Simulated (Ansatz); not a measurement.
Input:

NbRu:
```cif
data_NbRu
_chemical_formula_sum 'Ru1 Nb1'
_space_group_name_H-M_alt 'P 1'
_space_group_IT_number 1
_cell_length_a 3.65095
_cell_length_b 3.65095
_cell_length_c 3.65095
_cell_angle_alpha 60.000
_cell_angle_beta 60.000
_cell_angle_gamma 60.000
loop_
_space_group_symop_operation_xyz
  'x, y, z'
loop_
_atom_site_label
_atom_site_type_symbol
_atom_site_fract_x
_atom_site_fract_y
_atom_site_fract_z
_atom_site_occupancy
Ru1 Ru 0.00000 0.00000 0.00000 1
Nb1 Nb 0.50000 0.50000 0.50000 1
```

This is the r²SCAN-relaxed structure.

Problem. All from the program Ansatz at the r²SCAN level (PAW), unless another level is named. Estimate the density of states at the Fermi level.

Solution. 0.63 states/eV per atom (mean over ±0.08 eV).

Problem. Next, the formation energy from the elements (no fitted shifts)?

Solution. 0.34 eV/atom.

Space group Fm-3m (rock salt). The start of the workflow was typed in or built on a structure type; neither database checked (COD, Materials Project) lists it. COD files the formula under space group No. 123, 221. Whether it is the stable phase at ambient conditions was not checked. Symmetry was held in the r²SCAN relaxation. At this level the phase is mechanically unstable. No spin polarisation was allowed. Its formation energy is positive at this level, so the cell may be metastable or incomplete. The references are the lowest solids computed at this level, not always the standard phases. Scalar-relativistic: spin–orbit coupling is off unless named, which matters more the heavier the elements.

Potentials: the later of the program's two PAW sets.
